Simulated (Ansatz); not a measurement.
**Relaxing Cu**

Theory: DFT PBEsol, scalar-relativistic, plane waves, PAW in Ansatz 0.2.0. Run with 420 eV cutoff, 18×18×10 k-mesh, Gaussian smearing of 0.10 eV, no spin polarisation.

What was changed: relaxed at 1 GPa.

Command:

```bash
ansatz run input.yaml --threads 1 --pin off --max-ram 2560MiB --backend cpu --events-out ev --progress --plain --runs-dir out
```

Input:

```yaml
crystal:
  lattice:
    - [2.512521552, 0.0, 0.0]
    - [-1.256260776, 2.1759074916, 0.0]
    - [0.0, 0.0, 4.1033445437]
  atoms:
    - { symbol: Cu, position: [0.3333333333, 0.6666666667, 0.25] }
    - { symbol: Cu, position: [0.6666666667, 0.3333333333, 0.75] }
basis:
  ecutwfc: 420
kpoints:
  mp_grid: { grid: [18, 18, 10] }
hamiltonian:
  xc: pbesol
scf:
  occupations: { method: gaussian, width: 0.1 }
output:
  forces: true
  stress: true
  eigenvalues: true
relax:
  adjacent_minimum: "off"
  f_tol: 0.008
  max_steps: 50
  cell: { stress_tol: 0.08, p_target: 1.0 }
```

F is the free energy. Steps run on the plane waves of an earlier cell, but the last one, and at times one on the way, on a freshly chosen basis, so a repeated geometry can differ a little in energy. The relaxation lowers the enthalpy F + PV at the target pressure, so F itself can rise.

Steps:

```
step F − F(1) (eV) largest force component (eV/Å) V (Å³/atom) P (GPa)
   1         0.0000                           0.000       11.217     1.66
   2        -0.0004                           0.000       11.237     1.34
   3        -0.0006                           0.000       11.259     1.00
   4        -0.0007                           0.000       11.259     1.00
```

Relaxed structure:

```
CELL_PARAMETERS angstrom
2.51564 0.00000 0.00000
-1.25782 2.17861 0.00000
0.00000 0.00000 4.10880
ATOMIC_POSITIONS crystal
Cu 0.33333 0.66667 0.25000
Cu 0.66667 0.33333 0.75000
```

It takes space group P6_3/mmc (No. 194, hexagonal). The conventional cell has a = 2.516 Å, b = 2.516 Å, c = 4.109 Å, α = 90.00°, β = 90.00°, γ = 120.00°. Cu (site symmetry -6m2) has 12 Cu at 2.52 Å as nearest neighbours.

The run converged. The run took 18 s on 1 thread of AMD EPYC 7R13 Processor (Zen 3), with other jobs on the host, peak memory 0.45 GiB.